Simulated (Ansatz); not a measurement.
Relaxed BAs (zinc blende):

```
CELL_PARAMETERS angstrom
      0.00000     2.39195     2.39195
      2.39195     0.00000     2.39195
      2.39195     2.39195     0.00000
ATOMIC_POSITIONS crystal
  As 0.75000 0.75000 0.75000
  B  0.00000 0.00000 0.00000
```

In this cell atom 2 (B, nearest neighbour As at 2.071 Å; its periodic images, 3.4 Å or more away, move with it) is moved by s along Cartesian x, unit vector (1.000, 0.000, 0.000); all other atoms and the cell stay fixed.

Level of theory: r2SCAN (plane waves to 500 eV, PAW, scalar-relativistic; Ansatz, a first-principles code). k mesh 10×10×10 (Γ-centred), Fermi-Dirac smearing 0.05 eV. Energies are smeared free energies. As the smearing reaches across the gap at some points, energies and forces of such displacements shift with the k mesh and the smearing. BAs was relaxed with its symmetry unable to fall. The zero of ΔE is the undisplaced structure.

The scan covers s from -0.620 to 0.620 Å in 11 points.

Problem. Is this a single well or a double well?

Solution. A single well with its minimum at or next to zero displacement.

Problem. Is the energy the same for equal positive and negative displacements?

Solution. Even: the same for both signs. With its periodic images moving along, the atom's site symmetry in this cell is -43m.

Problem. What force acts on the atom along the line at s = -0.620 Å?

Solution. 5.75 eV/Å.

Problem. What is the energy change at s = 0.620 Å?

Solution. 2481 meV/cell.

Problem. What is the force constant k = d²E/ds² of this move at s = 0?

Solution. 17.0 eV/Å².

(A displaced cell: forces are minus the slopes of the energy, force constants its curvatures, and phonons follow from these.)
